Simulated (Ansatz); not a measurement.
A geometry of Bi₂Te₃ away from equilibrium: step 3 of the relaxation of a generated cell, Bi2Te3 built in the AFLOW prototype A3B2_hP5_164_ad_d (D5_13, as in Al3Ni2). These are r2SCAN (plane waves to 500 eV, PAW, scalar-relativistic; Ansatz, a quantum-chemistry and plane-wave program) values and carry that method's errors. Γ-centred k-mesh 5×5×4 on the run's cell (coarser than for final values), Fermi–Dirac smearing 0.05 eV. The plane waves were selected for a different cell earlier on the path.

```
CELL_PARAMETERS angstrom
      5.43858     0.00000     0.00000
     -2.71929     4.70995     0.00000
      0.00000     0.00000     6.63449
ATOMIC_POSITIONS crystal
  Te 0.00000 0.00000 0.00000
  Te 0.33333 0.66667 0.68555
  Te 0.66667 0.33333 0.31445
  Bi 0.33333 0.66667 0.20679
  Bi 0.66667 0.33333 0.79321
```

**Question.** Give the Cartesian forces on all atoms (eV/Å).

**Answer.** 
```tsv
atom	Fx	Fy	Fz
Te1	0.00	0.00	0.00
Te2	0.00	0.00	-0.21
Te3	0.00	0.00	0.21
Bi4	0.00	0.00	0.35
Bi5	0.00	0.00	-0.35
```

The path ends in P-3m1 (No. 164). No spin polarisation in the result.

The run could not lose the symmetry of its start, so the end can be a saddle point.

The end of the path is a generated cell of Bi2Te3: the first start was made by placing the elements on the sites of a structure type, and the end was not matched to a known phase here, so it may be hypothetical. Known forms of Bi2Te3 include space group No. 166.
